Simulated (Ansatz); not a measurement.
HfSi₂:
```xyz
3
Lattice="4.0606 0.0000 0.0000 -2.0303 3.5166 0.0000 0.0000 0.0000 3.4713" Properties=species:S:1:pos:R:3 pbc="T T T"
Hf     0.0000     0.0000     0.0000
Si     0.0000     2.3444     1.7357
Si     2.0303     1.1722     1.7357
```

Relaxed with PBE. Special points in fractions of this cell's reciprocal vectors: Γ (0.000, 0.000, 0.000); M (0.500, 0.000, 0.000); K (0.333, 0.333, 0.000); A (0.000, 0.000, 0.500); L (0.500, 0.000, 0.500); H (0.333, 0.333, 0.500).

Question: List the band energies nearest the Fermi level at these points for plane-wave PAW PBE with spin–orbit coupling (Ansatz code).

Answer: In eV from the Fermi level; about four levels below and three above (degenerate sets whole), none deeper than 8.9 eV; points with the same levels are listed once.

```tsv
k	below	above
Γ	-1.86 -1.86 -1.23 -1.23	0.16 0.16 0.52 0.52
M	-4.00 -4.00 -1.97 -1.97	0.97 0.97 1.12 1.12
K	-0.18 -0.18 -0.07 -0.07	0.10 0.10 4.11 4.11
A	-0.85 -0.85 -0.60 -0.60	0.20 0.20 1.75 1.75
L	-4.42 -4.42 -0.54 -0.54	1.41 1.41 2.09 2.09
H	-4.07 -4.07 -0.73 -0.73	1.64 1.64 1.74 1.74
```

Space group P6/mmm. A made-up cell: these elements were put on the sites of a structure type; neither database checked (COD, Materials Project) lists it. COD files the formula under space group No. 63, so this cell is another polymorph or a model. Whether it is the stable phase at ambient conditions was not checked. Symmetry was held in the PBE relaxation; whether a distortion lowers the energy is not shown. No spin polarisation was allowed.

Potentials: the earlier of the program's two PAW sets.
